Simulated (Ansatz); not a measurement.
MoN2 in space group P4/mbm (No. 127; Mo on 2a, N on 4h) at seven volumes, LDA (plane waves, PAW; program Ansatz), shape and atoms relaxed at each. One row is withheld.

| V (Å³/atom) | P (GPa) |
|---|---|
| 7.466 | 45.82 |
| 7.713 | 27.93 |
| 7.959 | 12.80 |
| 8.205 | 0.00 |
| 8.451 | -10.82 |
| 8.697 | ? |
| 8.943 | -27.60 |

Question: Fit the shown pressures and predict the withheld one.

Answer: P = (3/2)B₀(x^(7/2) − x^(5/2))[1 + (3/4)(B′ − 4)(x − 1)] with x = (V₀/V)^(2/3). Least squares on the six rows gives V₀ = 8.205 Å³/atom, B₀ = 391 GPa, B′ = 4.59. At V = 8.697, x = 0.9619 and P = -19.93 GPa. The run itself gave -19.94 GPa.

The workflow started from a Materials Project entry (that database holds measured and hypothetical structures alike); the Crystallography Open Database copy checked does not list it. Its standing as an ambient phase is unchecked. The cell was relaxed with LDA under the symmetry of its start; of distortions, only those at the zone centre were tested. No spin polarisation was allowed.

Potentials: the later of the program's two PAW sets.
